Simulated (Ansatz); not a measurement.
# Equation of state of K from a dense series

```xyz
1
Lattice="-2.6180 2.6180 2.6180 2.6180 -2.6180 2.6180 2.6180 2.6180 -2.6180" Properties=species:S:1:pos:R:3 pbc="T T T"
K     0.0000    0.0000    0.0000
```

The structure is an experimental refinement, used without relaxation.

All numbers below come from Ansatz 0.2.0, DFT, PBEsol, all-electron LAPW, scalar-relativistic.

The runs use a Γ-centred 10×10×10 k mesh, Fermi–Dirac smearing of 0.08 eV, basis error target 0.5 meV/atom, no spin polarisation.

The cell is scaled evenly. Fractional coordinates are held (clamped ions).

```
V (Å³/atom)  P (GPa)
     67.468     0.21
     70.339     0.04
     71.057     0.00
     71.774    -0.03
     72.492    -0.07
     73.210    -0.10
     74.645    -0.16
     76.081    -0.22
```

Q: Fit a third-order Birch–Murnaghan curve to the pressures.

A: P = (3B0/2)(y^(7/2) − y^(5/2))[1 + (3/4)(B0′ − 4)(y − 1)] with y = (V0/V)^(2/3) fits within 0.01 GPa for V0 = 71.108 Å³/atom, B0 = 3.6 GPa and B0′ = 3.50.

Q: Predict the pressure at the withheld volume, 68.903 Å³/atom.

A: There y = 1.0212, so the fit gives 0.12 GPa; the run gave 0.12 GPa.
